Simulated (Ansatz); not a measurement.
The relaxed structure here is a generated cell of TiOs: the first start was made by placing the elements on the sites of a structure type, and the end was not matched to a known phase here, so it may be hypothetical.

One starting cell of TiOs (a generated cell, TiOs built in the AFLOW prototype AB_tI8_141_a_b ("40", as in NbP)) was relaxed twice with Ansatz (plane waves, PAW, scalar-relativistic): with PBEsol at 420 eV and with PBE at 420 eV. The PBEsol result:

```xyz
4
Lattice="-1.8270 1.8270 4.4059 1.8270 -1.8270 4.4059 1.8270 1.8270 -4.4059" Properties=species:S:1:pos:R:3 pbc="T T T"
Os     0.0000     1.8270     2.2030
Os     0.0000     0.0000     0.0000
Ti     0.0000     0.0000     4.4059
Ti     1.8270     0.0000     2.2030
```

```csv
quantity,PBEsol,PBE
space group,I4₁/amd,I4₁/amd
volume (Å³/atom),14.71,15.19
a (Å),3.654,3.692
c (Å),8.812,8.916
"gap (eV, no spin-orbit coupling)",0.00,0.00
```

Both levels end in the same structure; PBE's volume is 3.3 % larger. Neither column is exact.

No spin polarisation in the result.

The run could not lose the symmetry of its start, so the end can be a saddle point.

All atoms sit on sites fixed by symmetry, so only the cell could relax.

Ansatz is a quantum-chemistry and plane-wave program.
